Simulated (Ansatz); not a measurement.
Relaxed Au (fcc, Cu type):

```xyz
4
Lattice="4.1573 0.0000 0.0000 0.0000 4.1573 0.0000 0.0000 0.0000 4.1573" Properties=species:S:1:pos:R:3 pbc="T T T"
Au     0.0000     0.0000     0.0000
Au     2.0786     2.0786     0.0000
Au     2.0786     0.0000     2.0786
Au     0.0000     2.0786     2.0786
```

In this cell atom 3 (Au, nearest neighbour Au at 2.940 Å; its periodic images, 4.2 Å or more away, move with it) is moved by s along Cartesian z, unit vector (0.000, 0.000, 1.000); all other atoms and the cell stay fixed.

All values below come from PBE (plane waves to 420 eV, PAW, scalar-relativistic; Ansatz, a first-principles code). k mesh 9×9×9 (Γ-centred), Fermi-Dirac smearing 0.05 eV. Energies are smeared free energies. With partly filled bands, energies and forces of such displacements shift with the k mesh and the smearing. Au was relaxed with its symmetry unable to fall. Spin-orbit coupling is left out, though Au is heavy. The PAW data are Ansatz's earlier set. The zero of ΔE is the undisplaced structure. The last digit holds for this mesh only.

| s (Å) | ΔE (meV/cell) |
|---|---|
| -0.290 | 238.6 |
| -0.232 | 149.6 |
| -0.174 | withheld |
| -0.116 | 36.3 |
| -0.058 | 9.0 |
| 0.000 | 0.0 |
| 0.058 | 9.0 |
| 0.116 | 36.3 |
| 0.174 | withheld |
| 0.232 | 149.6 |
| 0.290 | 238.6 |

### Question
Fit an even polynomial form (powers 2, 4) to the given rows and predict ΔE at s = -0.174.

### Answer
Least squares on the 9 given rows: ΔE = (2675)·s² + (1928)·s⁴, in meV/cell with s in Å; root-mean-square residual 0.03 meV/cell. At -0.174 the fit gives 82.8 meV/cell; the calculation gives 82.8 meV/cell, the same to the digits shown. The quadratic term alone would give 81.0 meV/cell.

(For displaced atoms, the force is minus the slope of the energy, and its curvature is a force constant, which sets phonon frequencies.)
